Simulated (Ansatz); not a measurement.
**What settings do to one calculation: wurtzite alloy of AlN and SiC (3 of 8 Al sites, 3 of 8 N sites exchanged), 16 atoms with displaced atoms**

Ansatz (PAW, plane waves), atoms fixed. The base input:

```yaml
crystal:
  lattice:
    - [6.198905, 0.000000, 0.000000]
    - [0.000000, 5.368409, 0.000000]
    - [0.000000, 0.000000, 5.007864]
  atoms:
    - { symbol: Al, position: [0.230150, 0.175525, 0.499993] }
    - { symbol: Al, position: [0.015094, 0.662022, 0.478834] }
    - { symbol: Al, position: [0.514422, 0.691589, 0.495138] }
    - { symbol: Al, position: [0.994343, 0.328840, 0.990023] }
    - { symbol: Al, position: [0.275624, 0.817554, 0.000534] }
    - { symbol: Si, position: [0.762906, 0.166576, 0.478571] }
    - { symbol: Si, position: [0.492568, 0.319214, 0.993545] }
    - { symbol: Si, position: [0.750272, 0.836958, 0.005911] }
    - { symbol: C, position: [0.973893, 0.304630, 0.389382] }
    - { symbol: C, position: [0.496519, 0.283423, 0.365342] }
    - { symbol: C, position: [0.742473, 0.162877, 0.883479] }
    - { symbol: N, position: [0.241639, 0.823498, 0.431205] }
    - { symbol: N, position: [0.752224, 0.816692, 0.389284] }
    - { symbol: N, position: [0.240192, 0.150110, 0.898986] }
    - { symbol: N, position: [0.966030, 0.654704, 0.863351] }
    - { symbol: N, position: [0.499133, 0.612289, 0.893496] }
kpoints:
  mp_grid: { grid: [2, 2, 2], shift: [0.5, 0.5, 0.5] }
hamiltonian:
  xc: pbesol
scf:
  occupations: { method: fermi_dirac, width: 0.01 }
output:
  forces: true
  eigenvalues: true
  stress: true
  populations: true
```

Command:

```sh
ansatz run in.yaml --threads 8 --pin off --max-ram 118750MiB --runs-dir r --events-out ev --progress --plain --backend cuda --devices 0,
```

It converged in 8 iterations and 1.4 s of wall time on one NVIDIA GB300 with 8 processor threads, on a host shared with other runs; peak host memory 1.5 GiB; largest force component 7.62 eV/Å, pressure 8.50 GPa. The cutoff was the default, 420 eV. The base isn't a converged reference: it has few k points, and its atoms are unrelaxed. Each run below changes the keys shown and caps the iterations.

```csv
run,changed,ending,iterations,free energy less the base (meV per atom),rms change of forces (eV/Å),change of pressure (GPa),"wall time (s, shared host)"
1,"dr2_threshold 0.0001, max_iter 80",converged,6,0.0,0.001,0.00,1.3 GPU
2,"max_iter 100, k points a 1×1×2 mesh centred on Γ",converged,8,91.6,0.409,-1.28,1.3 GPU
3,"accuracy high, occupations tetrahedron, max_iter 50",converged,11,0.0,0.000,0.00,1.4 GPU
4,"initial_magnetization 2, accuracy low (cutoff and grids as in the base), max_iter 80, k points the single k point (½, ½, ½)",converged,16,-11.8,0.495,-0.23,1.5 GPU
5,"ecutwfc 400 eV, dispersion d3bjatm, max_iter 60",converged,8,other zero,0.004,-3.05,1.5 GPU
6,"mixing beta 0.4, max_iter 60",converged,8,0.0,0.000,0.00,1.6 GPU
7,"mixing beta 0.6, width 1.0 eV, ecutrho_ratio 2, max_iter 60",converged,8,-139.7,0.627,3.94,1.4 GPU
8,"accuracy low (cutoff and grids as in the base), width 0.2 eV, max_iter 50",converged,8,0.0,0.001,0.00,2 GPU
9,"ecutrho_ratio 8, max_iter 100",converged,8,0.0,0.000,0.00,1.5 GPU
10,"ecutwfc 650 eV, mixing beta 0.01, max_iter 80, k points the single k point (½, ½, ½)",converged,10,-14.1,0.495,-0.23,1.4 GPU
```

«Other zero»: another functional, charge or dispersion term moves the zero of energy, so the difference says nothing of accuracy.

**Question.** Which changes leave the result alone, and which of the same physical model moves the forces most?

**Answer.** The forces move by under 0.002 eV/Å in runs 1, 3, 6, 8, 9. Run 7 (mixing beta 0.6, width 1.0 eV, ecutrho_ratio 2, max_iter 60) moves them most among the runs with the same functional, charge and dispersion term, by 0.627 eV/Å.
